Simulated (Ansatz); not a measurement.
Consider a crystal of In3GaSbN in space group Cmmm (No. 65), with In on 4j and 2a; Ga on 2b; Sb on 2c; N on 2d.

Theory: DFT PBE, scalar-relativistic, plane waves, PAW in Ansatz. Cutoff 420 eV, Γ-centred mesh, Gaussian smearing, no spin polarisation.

Formation energies are uncorrected and refer to the elements' standard structures at the same level (N₂ as a molecule).

Q: Give the relaxed lattice parameters and positions.

A:

Space group Cmmm (No. 65). a = 5.206 Å, b = 12.524 Å, c = 5.451 Å, α = 90.00°, β = 90.00°, γ = 90.00°
```csv
atom,site,symmetry,x,y,z
In,4j,m2m,0.0000,0.8242,0.5000
In,2a,mmm,0.0000,0.0000,0.0000
Ga,2b,mmm,0.5000,0.0000,0.0000
Sb,2c,mmm,0.5000,0.0000,0.5000
N,2d,mmm,0.0000,0.0000,0.5000
```

In on a site of symmetry m2m has 1 N at 2.20 Å, 2 In at 3.20 Å, 2 Sb at 3.41 Å, 2 In at 3.50 Å and 1 Sb at 4.06 Å; around Ga lie 2 In at 2.60 Å and 2 Sb at 2.73 Å; Sb is surrounded by 2 N at 2.60 Å and 2 Ga at 2.73 Å; N is surrounded by 2 In at 2.20 Å, 2 Sb at 2.60 Å and 2 In at 2.73 Å; 1 more site not described. Another local minimum with the same sites may exist.

Q: Where does its energy lie, and is it a metal?

A: The formation energy is +0.51 eV/atom. The gap on the 8×8×8 mesh of the 6-atom cell is 0 eV (a metal). It can't be a ground state, since the elements alone are lower.

The last run used Gaussian smearing of 0.10 eV. These runs have no spin–orbit coupling, which can matter for Sb. A structure relaxed within its symmetry needn't be a true minimum. Another cell of In3GaSbN relaxed alike, in P4/mmm, lies 48 meV/atom lower, so this cell isn't the stable form at this level.
